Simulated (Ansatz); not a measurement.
LaSi$_{2}$Ni$_{2}$ in space group I4/mmm (No. 139; La on 2a, Si on 4e, Ni on 4d), the program Ansatz at the r²SCAN level (PAW), all energies at zero smearing, with the estimated change up to a 700 eV cutoff added, with one set of potentials and settings (totals compare only within such a set). Cell of 5 atoms (1 La, 2 Si, 2 Ni): -19237.471 eV.

```json
[
 {"element": "La", "reference phase": "P6_3/mmc, 4 atoms in the cell", "E (eV/atom)": "-6264.8722"},
 {"element": "Si", "reference phase": "Fd-3m, 2 atoms in the cell", "E (eV/atom)": "-639.0665"},
 {"element": "Ni", "reference phase": "Fm-3m, 1 atoms in the cell, spin-polarised", "E (eV/atom)": "-5845.2921"}
]
```

Formation energy per atom, worked out: (-19237.471 − 1×(-6264.8722) − 2×(-639.0665) − 2×(-5845.2921))/5 = -0.776 eV/atom (-75 kJ per mol of atoms), at 0 K, without zero-point energy or fitted corrections.

The workflow started from a Materials Project entry (that database holds measured and hypothetical structures alike); the Crystallography Open Database files this formula in space group No. 139, but the cells were not matched. Its standing as an ambient phase is unchecked. Symmetry was held in the r²SCAN relaxation; whether a distortion lowers the energy is not shown. The run is not spin-polarised. The references are the lowest solids computed at this level, not always the standard phases. Scalar-relativistic: spin–orbit coupling is off unless named, which matters more the heavier the elements.

Potentials: the earlier of the program's two PAW sets.
